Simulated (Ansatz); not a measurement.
Si (diamond)

```
Si
1.0
    0.00000     2.71682     2.71682
    2.71682     0.00000     2.71682
    2.71682     2.71682     0.00000
Si
2
Cartesian
  0.00000   0.00000   0.00000
  1.35841   1.35841   1.35841
```

In each cell atom 1 (Si, nearest neighbour Si at 2.353 Å; its periodic images, 3.8 Å or more away, move with it) moves by s·(0.707, 0.707, 0.000) (along Cartesian [110]), the rest being held.

The numbers are results of PBEsol (plane waves to 420 eV, PAW, scalar-relativistic; Ansatz, a first-principles code), not measurements. k mesh 9×9×9 (Γ-centred), Fermi-Dirac smearing 0.05 eV. Stress and pressure are positive under compression. As the smearing reaches across the gap at some points, energies and forces of such displacements shift with the k mesh and the smearing. F∥ is the force on the atom along that direction. F⊥ is the part of the force across the line. Si was relaxed with its symmetry unable to fall. 

| s (Å) | |F⊥| (eV/Å) | P (GPa) | F∥ (eV/Å) |
|---|---|---|---|
| -0.240 | 1.070 | 1.9 | 3.064 |
| -0.192 | 0.688 | 1.2 | 2.449 |
| -0.144 | 0.384 | 0.7 | 1.879 |
| -0.096 | (withheld) | 0.3 | 1.267 |
| -0.048 | 0.043 | 0.1 | 0.638 |
| 0.000 | 0.000 | 0.0 | 0.000 |
| 0.048 | 0.043 | 0.1 | -0.638 |
| 0.096 | (withheld) | 0.3 | -1.267 |
| 0.144 | 0.384 | 0.7 | -1.879 |
| 0.192 | 0.688 | 1.2 | -2.449 |
| 0.240 | 1.070 | 1.9 | -3.064 |

Q: Fill in the missing entries.

A: 
- -0.096, |F⊥| (eV/Å): 0.171
- 0.096, |F⊥| (eV/Å): 0.171

(A displaced cell: forces are minus the slopes of the energy, force constants its curvatures, and phonons follow from these.)
